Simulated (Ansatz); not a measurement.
## La: all-electron results

```
CELL_PARAMETERS angstrom
3.75000 0.00000 0.00000
-1.87500 3.24760 0.00000
0.00000 0.00000 6.07000
ATOMIC_POSITIONS crystal
La 0.33333 0.66667 0.25000
La 0.66667 0.33333 0.75000
```

Atom numbers follow the list: La1, La2.

The conventional cell has a = 3.750 Å, b = 3.750 Å, c = 6.070 Å, α = 90.00°, β = 90.00°, γ = 120.00°. La (atom 1) is surrounded by 12 La at 3.73 to 3.75 Å.

The cell comes from COD entry 9008503, which wasn't checked; take it as a given geometry. It differs from other determinations.

Spin–orbit coupling is left out, though it moves levels of the heavy atoms by tenths of an eV or more.

Level of theory: DFT, LDA, all-electron LAPW, scalar-relativistic in Ansatz 0.2.0.

The runs use a Γ-centred 11×11×6 k mesh, Fermi–Dirac smearing of 0.05 eV, basis error target 0.25 meV/atom, no spin polarisation.

| Quantity | Value |
| --- | --- |
| Pressure at this cell | -3.00 GPa |
| Volume per atom | 36.96 Å³ |

Q: Density of states at the Fermi level (0.2 eV bin): what does the calculation give?

A: 3.84 states/eV per cell.

Q: Predict this quantity. Band gap.

A: none: bands cross the Fermi level, a metal.

Q: Give the computed value. Stress xx, yy, zz (compression positive).

A: -2.96, -2.96, -3.07 GPa.
